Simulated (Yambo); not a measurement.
BSE-type run in Yambo on AlPO4 (space group P6_3mc, No. 186), at zero momentum.

Quantum ESPRESSO step (LDA, PseudoDojo standard norm-conserving files, scalar-relativistic):
```
&CONTROL
  calculation = 'nscf'
  pseudo_dir = './pseudo'
  outdir = './out'
/
&SYSTEM
  ibrav = 0
  nat = 12
  ntyp = 3
  ecutwfc = 84.0
  ecutrho = 336.0
  occupations = 'fixed'
  force_symmorphic = .true.
  nbnd = 113
/
&ELECTRONS
  conv_thr = 1.2000000000000002e-08
  diago_full_acc = .true.
  diago_thr_init = 1e-08
/
ATOMIC_SPECIES
O 15.9990 O.upf
Al 26.9815 Al.upf
P 30.9738 P.upf
CELL_PARAMETERS angstrom
  5.286040032000   0.000000000000   0.000000000000
 -2.643020016000   4.577844953000   0.000000000000
  0.000000000000   0.000000000000   8.629420000000
ATOMIC_POSITIONS crystal
O   0.021459000000   0.510729500000   0.495430000000
O   0.510729500000   0.021459000000   0.995430000000
O   0.489270500000   0.510729500000   0.495430000000
O   0.978541000000   0.489270500000   0.995430000000
O   0.489270500000   0.978541000000   0.495430000000
O   0.510729500000   0.489270500000   0.995430000000
O   0.333333333000   0.666666667000   0.261550000000
O   0.666666667000   0.333333333000   0.761550000000
Al   0.333333333000   0.666666667000   0.061950000000
Al   0.666666667000   0.333333333000   0.561950000000
P   0.666666667000   0.333333333000   0.936990000000
P   0.333333333000   0.666666667000   0.436990000000
K_POINTS automatic
3 3 2 0 0 0
```

Yambo input:
```
rim_cut
optics
bse
bss
dipoles
em1s
RandQpts= 1000000
RandGvec= 1 Ry
FFTGvecs= 40 Ry
Chimod= "HARTREE"
BSKmod= "SEX"
BSEmod= "resonant"
BSSmod= "hs"
BSENGexx= 15 Ry
BSENGBlk= 5 Ry
% KfnQP_E
 3.215 | 1.0 | 1.0 |
%
% BSEQptR
 1 | 1 |
%
% BSEBands
 11 | 49 |
%
% BEnRange
 0.0 | 16.7 | eV
%
% BDmRange
 0.15 | 0.15 | eV
%
BEnSteps= 334
% BLongDir
 1.0 | 0.0 | 0.0 |
%
BSHayTrs= -0.02
BSSNEig= 24
WRbsWF
% BndsRnXs
 1 | 109 |
%
NGsBlkXs= 5 Ry
% LongDrXs
 1.0 | 1.0 | 1.0 |
%
```

From the report:

The dimension is k points × valence × conduction bands = 18 × 22 × 17 = 6732.
```
   [SLEPC] Approach                          : Krylov-Schur
   [SLEPC] Number of requested eigenvalues   :  24
   [SLEPC] Number of eigenvalues        [NEV]:  24
    [K] Dimension                                    :   6732
    [K] Bands                                        :   11   49
    [K] Exchange res                                 : yes
    [K] Correlation res                              : yes
    [K] W interaction is bare                        : no
    [K] RL vectors exchange                          :  1413
    [K] RL vectors correlation                       :  287
    [W] Matrix size                                  :  287
    [W] Bands                                        :    1  109
    [W] Coulomb Cutoff                               : none
    [W] Hxc Kernel                                   : HARTREE
```

Geometry of the Materials Project entry, not relaxed at this level.
